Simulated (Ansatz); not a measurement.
# Structure relaxation, As

The start is a relaxed As cell displaced along its unstable phonon at q = (½, ½, ½) of its primitive reciprocal cell (195i cm⁻¹), largest move 0.15 Å. Cell shape, volume and atoms are optimised at zero target pressure with PBEsol (plane waves to 420 eV, PAW, scalar-relativistic; Ansatz, a program for electronic structure). First-step values are on the input's coarse k-mesh.

Ansatz input (later rounds restart from its end on a renewed k-mesh):
Ansatz 0.2 input:
```yaml
crystal:
  lattice:
    - [5.3794233048, 0, 0]
    - [2.6897116524, 2.6897116524, 0]
    - [2.6897116524, 0, 2.6897116524]
  atoms:
    - { symbol: As, position: [0.7221159702, 0.5, 0.5557680597] }
    - { symbol: As, position: [0.2778840298, 0.5, 0.4442319403] }
basis: { ecutwfc: 420, ecutrho_ratio: 4, xc_grid: 2, fft_grid_basis: typed }
kpoints: { mp_grid: { grid: [12, 12, 12] } }
hamiltonian:
  xc: pbesol
  dispersion: none
  pseudopotentials: { azcp: { folder: ./paw }, kind: paw }
scf: { occupations: { method: fermi_dirac, width: 0.05 } }
relax: { f_tol: 0.01, max_steps: 100, cell: { stress_tol: 0.02 } }
output: { forces: true, stress: true }
```

### Question
Which atoms feel the largest initial force, and how large is it?

### Answer
0.40 eV/Å, on As1, As2 (atoms numbered as listed).

### Question
By how much does the energy per atom fall from start to end?

### Answer
0.01 eV/atom.

### Question
How does the volume change?

### Answer
+4.2 %, from 19.46 to 20.27 Å³/atom.

### Question
How do the shortest distances between atoms change?

### Answer
The closest pairs of elements (up to four, under 3.6 Å), start → end: As–As 2.39 → 2.45 Å.

### Question
What band gap does the relaxed structure have at this level?

### Answer
No gap (metallic).

### Question
Give the final cell and atomic positions.

### Answer

Space group I4/mmm (No. 139); a = 3.8311 Å, b = 3.8311 Å, c = 5.5246 Å, α = 90.00°, β = 90.00°, γ = 90.00°

```json
[
 {"atom": "As", "site": "4e", "symmetry": "4mm", "x": "0.0000", "y": "0.0000", "z": "0.2779"}
]
```
(The calculation used a cell of 2 atoms; values per cell refer to that cell.)

Final values are on a 17×17×17 k-mesh of the relaxed cell. No spin polarisation in the result.

The run could not lose the symmetry of its start: the end is stationary, and may be a saddle point rather than a minimum.

The relaxed structure here is a generated cell of As: the first start was made by placing the elements on the sites of a structure type, and the end was not matched to a known phase here, so it may be hypothetical. Known forms of As include space group No. 166.
